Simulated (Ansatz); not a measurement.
Mg₃PN (antiperovskite), relaxed with r2SCAN. It is cubic, Pm-3m (No. 221); a = 4.152 Å in the conventional setting, 14.31 Å³ an atom. P has 12 Mg at 2.94 Å; N has 6 Mg at 2.08 Å; Mg has 2 N at 2.08 Å and 4 P at 2.94 Å.

3 runs of Ansatz 0.2.0 on this cell differ in the functional (and in the settings that go with it). Levels are in eV from each run's valence top; v1 is the last filled band, c1 the first empty one.

Run A, mean stress 0.0 GPa (compression positive):
```tsv
point	v4	v3	v2	v1	c1	c2
Γ	-3.56	0.00	0.00	0.00	2.20	2.20
X	-2.91	-2.91	-1.02	-1.02	3.17	4.69
M	-2.73	-0.92	-0.92	-0.50	2.33	3.15
R	-3.97	-3.33	-3.33	-3.33	4.90	4.90
```

Run B, mean stress -3.2 GPa (compression positive):
```tsv
point	v4	v3	v2	v1	c1	c2
Γ	-3.51	0.00	0.00	0.00	1.69	1.69
X	-2.92	-2.92	-0.96	-0.96	2.76	3.99
M	-2.73	-0.91	-0.91	-0.42	1.73	2.56
R	-4.05	-3.22	-3.22	-3.22	4.28	4.28
```

Run C, mean stress -0.2 GPa (compression positive):
```tsv
point	v4	v3	v2	v1	c1	c2
Γ	-3.94	0.00	0.00	0.00	2.51	2.51
X	-3.31	-3.31	-1.01	-1.01	3.57	5.06
M	-3.12	-1.03	-1.03	-0.44	2.63	3.47
R	-4.44	-3.49	-3.49	-3.49	5.35	5.35
```

Question: Match the runs to LDA, r2SCAN, HSE06.

Answer: A is r2SCAN, B is LDA, C is HSE06. In order of the gap: LDA 1.69, r2SCAN 2.20, HSE06 2.51 eV.

Note: simulated data, non-magnetic, for a generated structure that need not be the stable one.

The program warns that its thresholds are loose for a hybrid's stress.

The meshes of the hybrids are coarse, so their gaps aren't converged to the digits shown.
